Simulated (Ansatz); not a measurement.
**MgAl$_{2}$Rh$_{2}$: relaxation (Ansatz)**

Input:

```yaml
crystal:
  lattice:
    - [3.612842, 0.0, 0.0]
    - [-1.806421, 3.128815, 0.0]
    - [0.0, 0.0, 6.223246]
  atoms:
    - { symbol: Al, position: [0.33333, 0.66667, 0.3773] }
    - { symbol: Al, position: [0.66667, 0.33333, 0.6227] }
    - { symbol: Rh, position: [0.33333, 0.66667, 0.7346], spin: 1, spin_axis: [0.0, 0.0, 1.0] }
    - { symbol: Rh, position: [0.66667, 0.33333, 0.2654], spin: 1, spin_axis: [0.0, 0.0, 1.0] }
    - { symbol: Mg, position: [0.0, 0.0, 0.0] }
  symmetry: { tolerance: 0.0003 }
kpoints:
  mp_grid: { grid: [6, 6, 3], shift: [0, 0, 0] }
magnetization:
  noncollinear: true
  spin_orbit: true
scf:
  occupations: { method: fermi_dirac, width: 0.0811 }
  lower_state_search: "off"
hamiltonian:
  pseudopotentials: { kind: paw_fr }
  xc: r2scan
basis:
  ecutwfc: 500
  fft_grid_basis: typed
relax:
  max_steps: 40
  cell: { p_target: 0.0 }
  f_tol: 0.03
output:
  forces: true
  stress: true
  eigenvalues: true
  bader: true
  populations: true
  elf: true
  write_potential: true
  volumetric_format: npy
  dos:
    e_range: [-12, 8]
    de: 0.05
    projected: { site_lists: { Al: [Al], Mg: [Mg], Rh: [Rh] } }
    method: { smearing: { sigma: 0.1, scheme: gaussian } }
checkpoint:
  read: saved_state
```

The command:

```bash
ansatz run input.yaml --threads 2 --pin off --max-ram 2560MiB --backend cpu --events-out ev --progress --plain --runs-dir out
```

Origin of the cell: a known structure type with other elements, at an estimated volume, so it need not be a known compound.

The saved state is a converged single point of the same cell.

Steps («new basis» is an SCF on plane waves selected anew at the same cell):

```json
{"step": "1", "ΔF (meV/atom)": "0.0", "max force component (eV/Å)": "4.921", "P (GPa)": "43.98", "volume (Å³)": "70.35", "SCF iterations": "9", "step was": "accepted"}
{"step": "2", "ΔF (meV/atom)": "-425.3", "max force component (eV/Å)": "2.179", "P (GPa)": "13.82", "volume (Å³)": "79.14", "SCF iterations": "15", "step was": "accepted"}
{"step": "3", "ΔF (meV/atom)": "-548.5", "max force component (eV/Å)": "0.977", "P (GPa)": "3.52", "volume (Å³)": "81.92", "SCF iterations": "13", "step was": "accepted"}
{"step": "4", "ΔF (meV/atom)": "-610.9", "max force component (eV/Å)": "0.629", "P (GPa)": "0.85", "volume (Å³)": "81.12", "SCF iterations": "14", "step was": "accepted"}
{"step": "5", "ΔF (meV/atom)": "-666.4", "max force component (eV/Å)": "0.451", "P (GPa)": "1.08", "volume (Å³)": "79.34", "SCF iterations": "14", "step was": "accepted"}
{"step": "6", "ΔF (meV/atom)": "-716.5", "max force component (eV/Å)": "0.182", "P (GPa)": "2.28", "volume (Å³)": "77.94", "SCF iterations": "16", "step was": "accepted"}
{"step": "7", "ΔF (meV/atom)": "-737.7", "max force component (eV/Å)": "0.111", "P (GPa)": "-0.15", "volume (Å³)": "79.83", "SCF iterations": "13", "step was": "accepted"}
{"step": "8", "ΔF (meV/atom)": "-739.7", "max force component (eV/Å)": "0.058", "P (GPa)": "-0.15", "volume (Å³)": "79.69", "SCF iterations": "11", "step was": "accepted"}
{"step": "9", "ΔF (meV/atom)": "-739.9", "max force component (eV/Å)": "0.005", "P (GPa)": "0.00", "volume (Å³)": "79.55", "SCF iterations": "11", "step was": "accepted"}
{"step": "10", "ΔF (meV/atom)": "-742.1", "max force component (eV/Å)": "0.005", "P (GPa)": "0.18", "volume (Å³)": "79.55", "SCF iterations": "11", "step was": "new basis"}
{"step": "11", "ΔF (meV/atom)": "-742.1", "max force component (eV/Å)": "0.002", "P (GPa)": "-0.03", "volume (Å³)": "79.69", "SCF iterations": "9", "step was": "accepted"}
{"step": "12", "ΔF (meV/atom)": "-742.1", "max force component (eV/Å)": "0.001", "P (GPa)": "0.00", "volume (Å³)": "79.68", "SCF iterations": "7", "step was": "accepted"}
{"step": "13", "ΔF (meV/atom)": "-742.1", "max force component (eV/Å)": "0.001", "P (GPa)": "0.00", "volume (Å³)": "79.68", "SCF iterations": "6", "step was": "new basis"}
```

Before:

Space group P-3m1 (No. 164); the run's cell has a = 3.613 Å, b = 3.613 Å, c = 6.223 Å, α = 90.00°, β = 90.00°, γ = 120.00°. Shortest distances: Al–Rh 2.20 Å, Al–Al 2.59 Å, Mg–Rh 2.66 Å, Al–Mg 3.14 Å, Rh–Rh 3.59 Å.

After:

Space group P-3m1 (No. 164); the run's cell has a = 4.270 Å, b = 4.270 Å, c = 5.045 Å, α = 90.00°, β = 90.00°, γ = 120.00°. Shortest distances: Al–Rh 2.46 Å, Mg–Rh 2.61 Å, Al–Al 2.95 Å, Al–Mg 3.00 Å, Rh–Rh 3.01 Å.

```yaml
crystal:
  lattice:
    - [4.27040, 0.00000, 0.00000]
    - [-2.13520, 3.69828, 0.00000]
    - [0.00000, 0.00000, 5.04516]
  atoms:
    - { symbol: Al, position: [0.33333, 0.66667, 0.34025] }
    - { symbol: Al, position: [0.66667, 0.33333, 0.65975] }
    - { symbol: Rh, position: [0.33333, 0.66667, 0.82883] }
    - { symbol: Rh, position: [0.66667, 0.33333, 0.17117] }
    - { symbol: Mg, position: [0.00000, 0.00000, 0.00000] }
```

```
Free energy lowered by  : 742.1 meV/atom
Volume change           : 13.27 %
Final pressure          : 0.00 GPa
Relaxation steps listed : 13
Gap on the mesh         : none (metal)
```

Caveats: a starting moment was lost; no dispersion correction, so spacings can come out too large where layers or molecules are weakly bound; no moments, though an odd count or open d shells may carry them; the k mesh is coarse if the cell is a metal; the relaxation held the start's symmetry, so the end may be a saddle point.

Time: 11 min on 2 threads of Arm Neoverse V1, with other jobs on the host, peak memory 0.88 GiB, from a saved density.
